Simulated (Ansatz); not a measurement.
C:
```cif
data_C36
_chemical_formula_sum 'C36'
_space_group_name_H-M_alt 'P63/mmc'
_space_group_IT_number 194
_space_group_name_Hall '-P 6c 2c'
_cell_length_a 2.51577
_cell_length_b 2.51577
_cell_length_c 37.05861
_cell_angle_alpha 90.000
_cell_angle_beta 90.000
_cell_angle_gamma 120.000
loop_
_atom_site_label
_atom_site_type_symbol
_atom_site_symmetry_multiplicity
_atom_site_Wyckoff_symbol
_atom_site_fract_x
_atom_site_fract_y
_atom_site_fract_z
_atom_site_occupancy
C1 C 4 e 0.00000 0.00000 0.22888 1
C2 C 4 f 0.66667 0.33333 0.21491 1
C3 C 4 f 0.66667 0.33333 0.17335 1
C4 C 4 f 0.33333 0.66667 0.15947 1
C5 C 4 f 0.33333 0.66667 0.11788 1
C6 C 4 e 0.00000 0.00000 0.10401 1
C7 C 4 e 0.00000 0.00000 0.06241 1
C8 C 4 f 0.66667 0.33333 0.04854 1
C9 C 4 f 0.66667 0.33333 0.00693 1
```

Relaxed with r²SCAN.

**Question.** Which orbitals make up the states near the band edges in r²SCAN in the plane-wave PAW code Ansatz?

**Answer.** Top 1 eV of the valence band: C 2p 98 %. Bottom 1 eV of the conduction band: C 2p 53 %, C 2s 38 %, outside the projected shells 9 %. Projections are on Löwdin-orthogonalised atomic valence shells; empty p or d shells of many metals are not among them.

**Question.** Tabulate the density of states.

**Answer.** States/eV per cell of 36 atoms, in 0.25 eV bins, energy from the valence-band maximum.

| E (eV) | total | C 2p | C 2s |
|---|---|---|---|
| -7.85 | 9.36 | 8.18 | 1.16 |
| -7.60 | 9.80 | 8.68 | 1.09 |
| -7.35 | 10.30 | 9.21 | 1.07 |
| -7.10 | 10.68 | 9.62 | 1.03 |
| -6.85 | 12.25 | 11.22 | 1.00 |
| -6.60 | 13.07 | 12.09 | 0.95 |
| -6.35 | 12.70 | 11.81 | 0.86 |
| -6.10 | 12.74 | 11.89 | 0.82 |
| -5.85 | 13.11 | 12.27 | 0.81 |
| -5.60 | 12.48 | 11.72 | 0.74 |
| -5.35 | 12.10 | 11.41 | 0.66 |
| -5.10 | 12.31 | 11.66 | 0.63 |
| -4.85 | 12.78 | 12.15 | 0.60 |
| -4.60 | 12.15 | 11.59 | 0.53 |
| -4.35 | 11.87 | 11.38 | 0.46 |
| -4.10 | 11.86 | 11.40 | 0.43 |
| -3.85 | 11.62 | 11.20 | 0.39 |
| -3.60 | 11.26 | 10.89 | 0.34 |
| -3.35 | 10.96 | 10.63 | 0.29 |
| -3.10 | 10.21 | 9.93 | 0.25 |
| -2.85 | 7.87 | 7.65 | 0.20 |
| -2.60 | 6.68 | 6.48 | 0.17 |
| -2.35 | 5.77 | 5.60 | 0.15 |
| -2.10 | 4.91 | 4.78 | 0.12 |
| -1.85 | 4.17 | 4.06 | 0.09 |
| -1.60 | 3.72 | 3.62 | 0.07 |
| -1.35 | 3.15 | 3.07 | 0.06 |
| -1.10 | 2.53 | 2.48 | 0.04 |
| -0.85 | 2.14 | 2.10 | 0.02 |
| -0.60 | 1.62 | 1.60 | 0.01 |
| -0.35 | 1.12 | 1.11 | 0.01 |
| -0.10 | 0.35 | 0.34 | 0.00 |
| 0.15 | 0.00 | 0.00 | 0.00 |
| 0.40 | 0.00 | 0.00 | 0.00 |
| 0.65 | 0.00 | 0.00 | 0.00 |
| 0.90 | 0.00 | 0.00 | 0.00 |
| 1.15 | 0.00 | 0.00 | 0.00 |
| 1.40 | 0.00 | 0.00 | 0.00 |
| 1.65 | 0.00 | 0.00 | 0.00 |
| 1.90 | 0.00 | 0.00 | 0.00 |
| 2.15 | 0.00 | 0.00 | 0.00 |
| 2.40 | 0.00 | 0.00 | 0.00 |
| 2.65 | 0.00 | 0.00 | 0.00 |
| 2.90 | 0.00 | 0.00 | 0.00 |
| 3.15 | 0.00 | 0.00 | 0.00 |
| 3.40 | 0.00 | 0.00 | 0.00 |
| 3.65 | 0.00 | 0.00 | 0.00 |
| 3.90 | 0.00 | 0.00 | 0.00 |
| 4.15 | 0.00 | 0.00 | 0.00 |
| 4.40 | 0.04 | 0.02 | 0.02 |
| 4.65 | 1.42 | 0.74 | 0.57 |
| 4.90 | 2.24 | 1.17 | 0.88 |
| 5.15 | 3.68 | 1.95 | 1.38 |
| 5.40 | 4.77 | 2.61 | 1.69 |
| 5.65 | 6.22 | 3.61 | 1.98 |
| 5.90 | 8.48 | 5.38 | 2.23 |
| 6.15 | 8.73 | 5.50 | 2.25 |
| 6.40 | 9.00 | 5.86 | 2.15 |
| 6.65 | 9.29 | 5.98 | 2.21 |
| 6.90 | 9.58 | 6.37 | 2.07 |
| 7.15 | 10.80 | 7.28 | 2.20 |
| 7.40 | 10.74 | 7.25 | 2.13 |
| 7.65 | 12.13 | 8.34 | 2.24 |
| 7.90 | 12.78 | 8.80 | 2.29 |
| 8.15 | 13.77 | 9.61 | 2.31 |
| 8.40 | 14.74 | 10.63 | 2.19 |
| 8.65 | 16.12 | 11.69 | 2.25 |

Space group P6_3/mmc. The start of the workflow was typed in or built on a structure type. Its sites differ from those of the usual phase in this space group: another stacking or structure type. Symmetry was held in the r²SCAN relaxation; whether a distortion lowers the energy is not shown.

Potentials: the later of the program's two PAW sets.
